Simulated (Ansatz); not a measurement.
Input:

YPb3:
Space group Pm-3m (No. 221); a = b = c = 4.861 Å, α = β = γ = 90.00°

```tsv
atom	site	symmetry	x	y	z
Y	1a	m-3m	0.0000	0.0000	0.0000
Pb	3c	4/mm.m	0.0000	0.5000	0.5000
```

This is the r²SCAN-relaxed structure.

Q: All from the program Ansatz at the r²SCAN level (PAW), unless another level is named. Estimate the formation energy from the elements (no fitted shifts).

A: -36 kJ/mol of atoms.

Q: What about the density of states at the Fermi level?

A: 0.74 states/eV per atom (mean over ±0.08 eV).

The workflow started from an entry of the Crystallography Open Database (COD). Its standing as an ambient phase is unchecked. The r²SCAN relaxation kept the symmetry of its start; whether a distortion lowers the energy is not shown. The run is not spin-polarised. The references are the lowest solids computed at this level, not always the standard phases. Spin–orbit coupling is left out wherever it is not named.

Potentials: the later of the program's two PAW sets.
